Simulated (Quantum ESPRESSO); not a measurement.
## Mo3WS7Se (input and log of a self-consistent run)

Simulated, not a measurement. The program is pw.x of Quantum ESPRESSO 7.5 (plane-wave density functional theory). The cell is made up: 12 atoms on a layered 2H lattice, with randomly drawn elements, strain and displacements, not relaxed. PseudoDojo standard norm-conserving files (v0.5 for PBE, v0.4.1 for LDA and PBEsol) set the functional; there is no spin polarisation, spin-orbit coupling or dispersion term, and the masses in the input are unused placeholders.

Input:

```
&control calculation='scf', pseudo_dir='./dojo.nc.sr.pbe.v0_5.standard.upf', outdir='./o', disk_io='low', tprnfor=.true., tstress=.true. /
&system ibrav=0, nat=12, ntyp=4, nbnd=63, ecutwfc=107.82251126, nosym=.true., tot_charge=0,
 occupations='smearing', smearing='fd', degauss=0.0018374661
/
&electrons conv_thr=7.350e-09, electron_maxstep=60, /
ATOMIC_SPECIES
Mo 1.0 Mo.upf
S 1.0 S.upf
Se 1.0 Se.upf
W 1.0 W.upf
CELL_PARAMETERS angstrom
3.2297 0.0 0.0
0.0 5.594 0.0
0.0 0.0 12.8152
ATOMIC_POSITIONS angstrom
Mo 0.0163 1.8856 3.2153
W 1.6051 0.9341 9.6355
Mo 1.6169 4.6571 3.1289
Mo 0.0037 3.7219 9.6877
S 0.0192 1.9492 8.0496
S 0.0304 1.8805 11.1982
S 1.5283 0.918 1.6396
S 1.6379 0.9428 4.8551
Se 1.6127 4.6906 8.0022
S 1.6306 4.7079 11.2455
S 0.0017 3.731 1.5966
S -0.0387 3.728 4.78
K_POINTS automatic
9 6 4 1 1 1
```

The log is shortened where brackets say so; the opening notice, blank lines, dates and the lines on written files are dropped, and the path of the files is cut. It prints rydbergs, bohrs and kilobars, and counts compression as positive stress. With no partly filled state, the Fermi energy that it prints is only some level between the filled and the empty states on the mesh, and need not lie in the true gap.

```
     Program PWSCF v.7.5
     Parallel version (MPI & OpenMP), running on       4 processor cores
     Number of MPI processes:                 4
     Threads/MPI process:                     1
     [start-up lines left out]
     bravais-lattice index     =            0
     lattice parameter (alat)  =       6.1032  a.u.
     unit-cell volume          =    1562.4518 (a.u.)^3
     number of atoms/cell      =           12
     number of atomic types    =            4
     number of electrons       =       114.00
     number of Kohn-Sham states=           63
     kinetic-energy cutoff     =     107.8225  Ry
     charge density cutoff     =     431.2900  Ry
     scf convergence threshold =      7.3E-09
     mixing beta               =       0.7000
     number of iterations used =            8  plain     mixing
     Exchange-correlation= PBE
                           (   1   4   3   4   0   0   0)
     [axes and pseudopotential details left out]
   Cartesian axes
     site n.     atom                  positions (alat units)
         1        Mo     tau(   1) = (   0.0050469   0.5838313   0.9955414  )
         2        W      tau(   2) = (   0.4969811   0.2892219   2.9834040  )
         3        Mo     tau(   3) = (   0.5006347   1.4419606   0.9687897  )
         4        Mo     tau(   4) = (   0.0011456   1.1523981   2.9995665  )
         5        S      tau(   5) = (   0.0059448   0.6035235   2.4923677  )
         6        S      tau(   6) = (   0.0094126   0.5822522   3.4672570  )
         7        S      tau(   7) = (   0.4732018   0.2842369   0.5076633  )
         8        S      tau(   8) = (   0.5071369   0.2919157   1.5032666  )
         9        Se     tau(   9) = (   0.4993343   1.4523330   2.4776914  )
        10        S      tau(  10) = (   0.5048766   1.4576896   3.4819023  )
        11        S      tau(  11) = (   0.0005264   1.1552157   0.4943493  )
        12        S      tau(  12) = (  -0.0119825   1.1542868   1.4800136  )
     number of k points=   108  Fermi-Dirac smearing, width (Ry)=  0.0018
     Number of k-points >= 100: set verbosity='high' to print them.
     Dense  grid:   236445 G-vectors     FFT dimensions: (  45,  72, 162)
     Estimated max dynamical RAM per process >       1.16 GB
     Estimated total dynamical RAM >       4.46 GB
     Initial potential from superposition of free atoms
     starting charge     113.9949, renormalised to     114.0000
     Starting wfcs are   77 randomized atomic wfcs
     total cpu time spent up to now is       18.5 secs
     per-process dynamical memory:  1036.9 Mb
     Self-consistent Calculation
     iteration #  1     ecut=   107.82 Ry     beta= 0.70
     Davidson diagonalization with overlap
     ethr =  1.00E-02,  avg # of iterations =  2.0
     total cpu time spent up to now is       62.2 secs
     total energy              =    -969.51222685 Ry
     estimated scf accuracy    <       1.75321235 Ry
     iteration #  2     ecut=   107.82 Ry     beta= 0.70
     Davidson diagonalization with overlap
     ethr =  1.54E-03,  avg # of iterations =  8.7
     total cpu time spent up to now is      135.7 secs
     total energy              =    -966.29089323 Ry
     estimated scf accuracy    <      39.11281817 Ry
     iteration #  3     ecut=   107.82 Ry     beta= 0.70
     Davidson diagonalization with overlap
     ethr =  1.54E-03,  avg # of iterations = 11.2
     total cpu time spent up to now is      207.2 secs
     total energy              =    -966.99616565 Ry
     estimated scf accuracy    <      98.05427366 Ry
     iteration #  4     ecut=   107.82 Ry     beta= 0.70
     Davidson diagonalization with overlap
     ethr =  1.54E-03,  avg # of iterations =  9.2
     total cpu time spent up to now is      259.6 secs
     total energy              =    -970.47117102 Ry
     estimated scf accuracy    <       0.48421150 Ry
     iteration #  5     ecut=   107.82 Ry     beta= 0.70
     Davidson diagonalization with overlap
     ethr =  4.25E-04,  avg # of iterations = 10.0
     total cpu time spent up to now is      313.2 secs
     total energy              =    -970.57366594 Ry
     estimated scf accuracy    <       0.24942872 Ry
     [iterations 6 to 18 left out]
     iteration # 19     ecut=   107.82 Ry     beta= 0.70
     Davidson diagonalization with overlap
     ethr =  1.94E-10,  avg # of iterations =  5.3
     total cpu time spent up to now is      986.5 secs
     total energy              =    -970.60780020 Ry
     estimated scf accuracy    <       0.00000014 Ry
     iteration # 20     ecut=   107.82 Ry     beta= 0.70
     Davidson diagonalization with overlap
     ethr =  1.26E-10,  avg # of iterations =  3.1
     total cpu time spent up to now is     1028.2 secs
     total energy              =    -970.60780020 Ry
     estimated scf accuracy    <       0.00000018 Ry
     iteration # 21     ecut=   107.82 Ry     beta= 0.70
     Davidson diagonalization with overlap
     ethr =  1.26E-10,  avg # of iterations =  2.0
     total cpu time spent up to now is     1063.8 secs
     total energy              =    -970.60780021 Ry
     estimated scf accuracy    <       0.00000003 Ry
     iteration # 22     ecut=   107.82 Ry     beta= 0.70
     Davidson diagonalization with overlap
     ethr =  2.47E-11,  avg # of iterations =  2.9
     total cpu time spent up to now is     1104.1 secs
     total energy              =    -970.60780022 Ry
     estimated scf accuracy    <          7.5E-09 Ry
     iteration # 23     ecut=   107.82 Ry     beta= 0.70
     Davidson diagonalization with overlap
     ethr =  6.55E-12,  avg # of iterations =  5.4
     total cpu time spent up to now is     1147.7 secs
     End of self-consistent calculation
     Number of k-points >= 100: set verbosity='high' to print the bands.
     the Fermi energy is    10.7843 ev
!    total energy              =    -970.60780022 Ry
     estimated scf accuracy    <          1.8E-09 Ry
     smearing contrib. (-TS)   =      -0.00000000 Ry
     internal energy E=F+TS    =    -970.60780022 Ry
     The total energy is F=E-TS. E is the sum of the following terms:
     one-electron contribution =    -559.49127210 Ry
     hartree contribution      =     321.47986029 Ry
     xc contribution           =    -187.28843031 Ry
     ewald contribution        =    -545.30795811 Ry
     convergence has been achieved in  23 iterations
     Forces acting on atoms (cartesian axes, Ry/au):
     atom    1 type  1   force =    -0.03193102   -0.02007839    0.01853374
     atom    2 type  4   force =     0.02392494    0.05004977    0.01343248
     atom    3 type  1   force =    -0.01277633    0.00493397    0.07405844
     atom    4 type  1   force =     0.00297264    0.02271232    0.00476062
     atom    5 type  2   force =    -0.00913956   -0.02879832    0.03046248
     atom    6 type  2   force =    -0.01433629   -0.01724068   -0.00059061
     atom    7 type  2   force =     0.03362784    0.01830165    0.00792877
     atom    8 type  2   force =    -0.00288410   -0.00523203   -0.06742847
     atom    9 type  3   force =     0.00115302   -0.01877699   -0.02656042
     atom   10 type  2   force =    -0.00480023   -0.00826659   -0.02125038
     atom   11 type  2   force =    -0.00019485   -0.00952535    0.01084109
     atom   12 type  2   force =     0.01438394    0.01192064   -0.04418773
     Total force =     0.154307     Total SCF correction =     0.000216
     Computing stress (Cartesian axis) and pressure
          total   stress  (Ry/bohr**3)                   (kbar)     P=      -29.52
  -0.00023927  -0.00002457  -0.00006076          -35.20       -3.61       -8.94
  -0.00002457  -0.00015796   0.00003911           -3.61      -23.24        5.75
  -0.00006076   0.00003911  -0.00020487           -8.94        5.75      -30.14
     init_run     :     17.69s CPU     18.27s WALL (       1 calls)
     electrons    :   1119.89s CPU   1129.22s WALL (       1 calls)
     forces       :      8.51s CPU      8.55s WALL (       1 calls)
     stress       :     29.45s CPU     30.08s WALL (       1 calls)
     [timing details left out]
     PWSCF        :  19m35.89s CPU  19m46.65s WALL
     JOB DONE.
```

In other units: free energy -13205.792 eV for the cell, pressure -2.95 GPa, largest force component 1.904 eV/Å. This run is the check on a run of the same cell at a cutoff of 1170 eV and k mesh 7 x 4 x 2: rerunning at a cutoff of 1467 eV and k mesh 9 x 6 x 4 moved values by no more than 0.002 eV in energy, 0.02 GPa in stress and 0.003 eV/Å in force.